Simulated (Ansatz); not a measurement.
Computed with DFT PBE, scalar-relativistic, plane waves, PAW (Ansatz 0.2.0). Settings: cutoff 420 eV, Γ-centred meshes spaced at most about 0.3 Å⁻¹, and about 0.25 Å⁻¹ or finer for metals (2π included), Gaussian smearing. No spin polarisation in the final relaxations.

These are static total energies at zero pressure.

Compare these two cells of Tl2B, each relaxed at this level.

1.

Space group Pn-3m:1 (No. 224). a = 5.276 Å, b = 5.276 Å, c = 5.276 Å, α = 90.00°, β = 90.00°, γ = 90.00°
| atom | site | symmetry | x | y | z |
| --- | --- | --- | --- | --- | --- |
| Tl | 4b | .-3m | 0.2500 | 0.2500 | 0.2500 |
| B | 2a | -43m | 0.5000 | 0.5000 | 0.5000 |

2.

Space group R-3m:H (No. 166). a = 3.975 Å, b = 3.975 Å, c = 15.422 Å, α = 90.00°, β = 90.00°, γ = 120.00°
```tsv
atom	site	symmetry	x	y	z
Tl	6c	3m	0.0000	0.0000	0.7469
B	3a	-3m	0.0000	0.0000	0.0000
```

Problem. Which is lower in energy, and by how much?

Solution. Cell 1 is lower, by 140 meV/atom. Cell 1 has the cuprite type, space group Pn-3m (No. 224), 24.5 Å³/atom and no gap on its mesh; cell 2 has the anti-cadmium chloride type, space group R-3m (No. 166), 23.4 Å³/atom and no gap. Counting B atoms around Tl (those within 1.25 times the shortest such distance or 1.15 times the sum of covalent radii, 1.27 where that leaves under three), cell 1 has Tl 2 and cell 2 has Tl 3. The lower one is the more open, so pressure narrows the difference. Even the lower one lies +0.84 eV/atom against the reference forms of the elements (uncorrected), so neither is stable at this level. Both come from invented guesses.

Spin–orbit coupling, which can matter for Tl, is left out. A magnetic state wasn't ruled out in cells without spin, among them R-3m. Cells relaxed within their symmetry can be saddle points.
